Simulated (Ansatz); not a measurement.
Trial structure of BaTl, not yet relaxed:

```cif
data_structure
_symmetry_space_group_name_H-M 'Fm-3m'
_symmetry_Int_Tables_number 225
_cell_length_a 5.7824
_cell_length_b 5.7824
_cell_length_c 5.7824
_cell_angle_alpha 90.000
_cell_angle_beta 90.000
_cell_angle_gamma 90.000
_cell_volume 193.34
loop_
_atom_site_label
_atom_site_type_symbol
_atom_site_symmetry_multiplicity
_atom_site_Wyckoff_symbol
_atom_site_fract_x
_atom_site_fract_y
_atom_site_fract_z
_atom_site_occupancy
Ba1 Ba 4 b 0.50000 0.00000 0.00000 1
Tl1 Tl 4 a 0.00000 0.00000 0.00000 1
```

Level of theory: Ansatz 0.2.0, DFT PBE, scalar-relativistic, plane waves, PAW. Plane waves to 420 eV, a k mesh through Γ of 6×6×6 on the computed 2-atom cell and Gaussian smearing (0.10 eV); no spin polarisation.

Formation energies are uncorrected and refer to the elements' standard structures at the same level.

Task: How far from equilibrium is it?

Result: The pressure is 47.0 GPa (it wants to expand), the largest force is 0.00 eV/Å (symmetry fixes the atoms), and the energy is +1.83 eV/atom against the elements. The shortest distance is 2.89 Å.

Task: Is it a good guess?

Result: A poor one: relaxing gains about 1.9 eV/atom (the start's value is from the coarse mesh, so the gain is rough) in 14 ionic steps and ends at −0.12 eV/atom on the finer mesh. The symmetry stays Fm-3m (No. 225). The end has the rock salt type. The volume per atom grows by 97.9 %, from 24.2 to 47.8 Å³. The shortest distance goes from 2.89 Å (Ba–Tl) to 3.63 Å (Ba–Tl). Conventional cell: a = 7.260 Å. Around Ba lie 6 Tl at 3.63 Å; Tl is surrounded by 6 Ba at 3.63 Å.

The last run used a 14×14×14 mesh for its 2-atom cell and Gaussian smearing of 0.10 eV. These runs have no spin–orbit coupling, which can matter for Tl. The cell is a metal run without spin; a magnetic state may lie lower. The relaxation can't lower the symmetry of the start, and the grade says only how near the guess is to its own end. A structure relaxed within its symmetry needn't be a true minimum.
